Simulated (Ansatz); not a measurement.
Cu3Ge in space group Pmmn (No. 59; Cu on 2b, Cu on 4e, Ge on 2a) at seven volumes, DFT-r²SCAN in the program Ansatz with PAW potentials, shape and atoms relaxed at each. One row is withheld.

```tsv
V (Å³/atom)	P (GPa)
11.272	17.15
11.643	10.38
12.015	4.71
12.387	-0.01
12.758	-3.93
13.130	-7.19
13.501	?
```

Task: Fit the shown pressures and predict the withheld one.

Result: Third-order Birch–Murnaghan: P = (3/2)B₀(x^(7/2) − x^(5/2))[1 + (3/4)(B′ − 4)(x − 1)] with x = (V₀/V)^(2/3). Least squares on the six rows gives V₀ = 12.387 Å³/atom, B₀ = 143.1 GPa, B′ = 5.08. At V = 13.501, x = 0.9442 and P = -9.91 GPa. The run itself gave -9.90 GPa.

The first step of the workflow began from a Materials Project structure, measured or hypothetical; the Crystallography Open Database copy checked does not list it. Its standing as an ambient phase is unchecked. Symmetry was held in the r²SCAN relaxation; whether a distortion lowers the energy is not shown. The run is not spin-polarised.

Potentials: the earlier of the program's two PAW sets.
